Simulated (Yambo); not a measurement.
Data:

```
Rb2NaScF6
1.0
    0.00000     4.37453     4.37453
    4.37453     0.00000     4.37453
    4.37453     4.37453     0.00000
F Na Sc Rb
6 1 1 2
Direct
  0.76677   0.23323   0.23323
  0.23323   0.76677   0.76677
  0.23323   0.76677   0.23323
  0.76677   0.23323   0.76677
  0.23323   0.23323   0.76677
  0.76677   0.76677   0.23323
  0.50000   0.50000   0.50000
  0.00000   0.00000   0.00000
  0.75000   0.75000   0.75000
  0.25000   0.25000   0.25000
```

Workflow: LDA (pw.x of Quantum ESPRESSO, ONCV potentials, without SOC), then G0W0 in Yambo (2×2×2 Γ-centred k mesh, bands 3 to 317 and a 8 Ry block in the screening, 317 bands in G with the Bruneval-Gonze terminator, plasmon pole fitted at 27.2 eV).

### Question
Give the LDA and G0W0 gaps between the band edges found on this mesh, and say where the edges lie.

### Answer
Edges: Γ → Γ. LDA: 6.55 eV; G0W0: 10.45 eV. Nearest settings tried, and what they do to the gap: 247 bands in W, 247 bands in G: +22 meV; 6 Ry block (307 vectors against 459): -4 meV; 1×1×1 mesh: -74 meV. So the settings aren't converged at that level. The k mesh is coarse. 

Geometry of the Materials Project entry, not relaxed at this level.

The structure is a Materials Project entry; no match was found in the copy of COD used, and its stability was not checked.
